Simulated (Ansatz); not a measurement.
The relaxed structure here is a generated cell of GaAs: the first start was made by a random draw of sites in a space group, and the end was not matched to a known phase here, so it may be hypothetical. Known forms of GaAs include space group No. 216.

A relaxed structure of GaAs. Calculation: PBEsol (plane waves to 420 eV, PAW, scalar-relativistic; Ansatz, a first-principles code).

```
CELL_PARAMETERS angstrom
      6.76304     0.00000     0.00000
      0.00000     6.76304     0.00000
      0.00000     0.00000     6.76304
ATOMIC_POSITIONS crystal
  As 0.62500 0.62500 0.62500
  As 0.87500 0.37500 0.12500
  As 0.37500 0.12500 0.87500
  As 0.12500 0.87500 0.37500
  Ga 0.12500 0.12500 0.12500
  Ga 0.37500 0.87500 0.62500
  Ga 0.87500 0.62500 0.37500
  Ga 0.62500 0.37500 0.87500
```

Problem. Find the space group and the Wyckoff positions (tolerance 0.01 Å).

Solution. Space group P4₃32 (No. 212); a = 6.763 Å, b = 6.763 Å, c = 6.763 Å, α = 90.00°, β = 90.00°, γ = 90.00°

| atom | site | symmetry | x | y | z |
|---|---|---|---|---|---|
| As | 4b | .32 | 0.6250 | 0.6250 | 0.6250 |
| Ga | 4a | .32 | 0.1250 | 0.1250 | 0.1250 |

Problem. Give the shortest distances between elements (the closest pairs, up to four, under 3.6 Å).

Solution. As–Ga 2.39 Å.

```yaml
volume_per_atom: 38.67 Å³
band_gap: no gap on the sampled points, where the bands overlap only slightly; such a result is sensitive to mesh and level
```

No spin polarisation in the result.

The run could not lose the symmetry of its start, so the end can be a saddle point.

All atoms sit on sites fixed by symmetry, so only the cell could relax.
